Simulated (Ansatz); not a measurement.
Starting cell, PbTe (rock salt):

```
PbTe
1.0
    0.00000     3.28451     3.28451
    3.28451     0.00000     3.28451
    3.28451     3.28451     0.00000
Te Pb
1 1
Direct
  0.00000   0.00000   0.00000
  0.50000   0.50000   0.50000
```

In this cell atom 2 (Pb, nearest neighbour Te at 3.285 Å; its periodic images, 4.6 Å or more away, move with it) is moved by s along Cartesian [111], unit vector (0.577, 0.577, 0.577); all other atoms and the cell stay fixed.

These are PBE (plane waves to 420 eV, PAW, scalar-relativistic; Ansatz, an electronic-structure program) values and carry that method's errors. k mesh 7×7×7 (Γ-centred), Fermi-Dirac smearing 0.05 eV. Energies are smeared free energies. PbTe was relaxed with its symmetry unable to fall. Spin-orbit coupling is left out, though Pb and Te are heavy. The zero of ΔE is the undisplaced structure.

```csv
s (Å),ΔE (meV/cell)
-0.990,873
-0.792,withheld
-0.594,209
-0.396,57
-0.198,6
0.000,0
0.198,6
0.396,57
0.594,209
0.792,withheld
0.990,873
```

Q: Fit an even polynomial form (powers 2, 4, 6) to the given rows and predict ΔE at s = 0.792.

A: Least squares on the 9 given rows: ΔE = (125.0)·s² + (1632)·s⁴ + (-868.0)·s⁶, in meV/cell with s in Å; root-mean-square residual 0.7 meV/cell. At 0.792 the fit gives 506 meV/cell; the calculation gives 487 meV/cell, so the interpolation is off by 19 (+3.9 %). The quadratic term alone would give 78 meV/cell.

(For displaced atoms, the force is minus the slope of the energy, and its curvature is a force constant, which sets phonon frequencies.)
